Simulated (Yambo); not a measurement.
Yambo run on NaMoO3F (space group P2_1/m, No. 11). The wavefunctions are PBEsol (pw.x of Quantum ESPRESSO, ONCV potentials, without SOC) ones on a 2×4×2 mesh (48 occupied bands); a = 6.6578 Å, b = 3.7608 Å, c = 7.3130 Å, α = γ = 90.00°, β = 109.91°.

Yambo input:

```
rim_cut
gw0
dyson
el_el_corr
HF_and_locXC
cohsex
em1s
RandQpts= 1000000
RandGvec= 1 Ry
EXXRLvcs= 88 Ry
VXCRLvcs= 352 Ry
Chimod= "HARTREE"
% BndsRnXs
 5 | 203 |
%
NGsBlkXs= 6 Ry
% LongDrXs
 1.0 | 1.0 | 1.0 |
%
ExtendOut
% QPkrange
 7 | 7 | 48 | 49 |
%
```

k points by index: 7 = (-0.5, 0, 0).

Table of the .qp output:

```
#    K-point    Band    Eo [eV]    E [eV]    E-Eo [eV]    Vxc [eV]    Vnlxc [eV]    Sc|Eo [eV]    Re(Z)    Im(Z)
#
    7    48    0.000000    -2.310629    -2.310629    -19.83389    -25.09289    2.948375    1.000000    0.000000
    7    49    3.051102    3.933392    0.882290    -18.96767    -13.83009    -4.255291    1.000000    0.000000
```
(The two width columns are left out.) Convergence of these settings isn't established.

Geometry of the Materials Project entry, not relaxed at this level.

The structure is a Materials Project entry; no match was found in the copy of COD used, and its stability was not checked.
